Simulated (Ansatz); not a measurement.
TiO₂:
```yaml
crystal:
  lattice:
    - [4.59693, 0.00000, 0.00000]
    - [0.00000, 4.59693, 0.00000]
    - [0.00000, 0.00000, 2.95356]
  atoms:
    - { symbol: Ti, position: [0.00000, 0.00000, 0.00000] }
    - { symbol: Ti, position: [0.50000, 0.50000, 0.50000] }
    - { symbol: O, position: [0.30463, 0.30463, 0.00000] }
    - { symbol: O, position: [0.80463, 0.19537, 0.50000] }
    - { symbol: O, position: [0.19537, 0.80463, 0.50000] }
    - { symbol: O, position: [0.69537, 0.69537, 0.00000] }
```

Relaxed with r²SCAN. 

HSE06 on this cell (Ansatz, a program for electronic structure, PAW) gives a gap of 3.38 eV. What does r²SCAN give?

2.22 eV.

Cost on shared cores: the r²SCAN run (SCF on a 6×6×9 mesh, then bands and DOS) very roughly 60 core-seconds, the HSE06 run (SCF on 4×4×6, then a few points) roughly 2.9 core-minutes; the tasks are unlike.

Space group P4_2/mnm (rutile). The r²SCAN relaxation kept the symmetry of its start. No spin polarisation was allowed.

Potentials: the later of the program's two PAW sets.

Ansatz is a plane-wave DFT program.
